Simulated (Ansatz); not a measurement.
Relaxed SnO (litharge type, space group P4/nmm):

```yaml
crystal:
  lattice:
    - [3.79340, 0.00000, 0.00000]
    - [0.00000, 3.79340, 0.00000]
    - [0.00000, 0.00000, 4.76489]
  atoms:
    - { symbol: Sn, position: [0.50000, 0.00000, 0.24057] }
    - { symbol: Sn, position: [0.00000, 0.50000, 0.75943] }
    - { symbol: O, position: [0.00000, 0.00000, 0.00000] }
    - { symbol: O, position: [0.50000, 0.50000, 0.00000] }
```

Calculation: r2SCAN+rVV10 (plane waves to 500 eV, PAW, scalar-relativistic; Ansatz, an electronic-structure program). k mesh 7×7×6 (Γ-centred), Fermi-Dirac smearing 0.05 eV. With partly filled bands, energies and forces of such displacements shift with the k mesh and the smearing. At this level the bands of SnO touch or barely overlap; measurements give the solid a gap. SnO was relaxed with its symmetry unable to fall.

One atom of the cell was then moved (with its periodic images), all else fixed, and the forces (eV/Å) came out as:

```csv
atom,Fx,Fy,Fz
Sn1,-0.228,-0.228,0.043
Sn2,0.988,0.988,-0.701
O3,-0.173,-0.588,0.329
O4,-0.588,-0.173,0.329
```

Task: Which atom was moved, and by which vector (Å)?

Result: Sn2, by (-0.19, -0.19, 0.00), 0.26 Å in all.

(A displaced cell: forces are minus the slopes of the energy, force constants its curvatures, and phonons follow from these.)
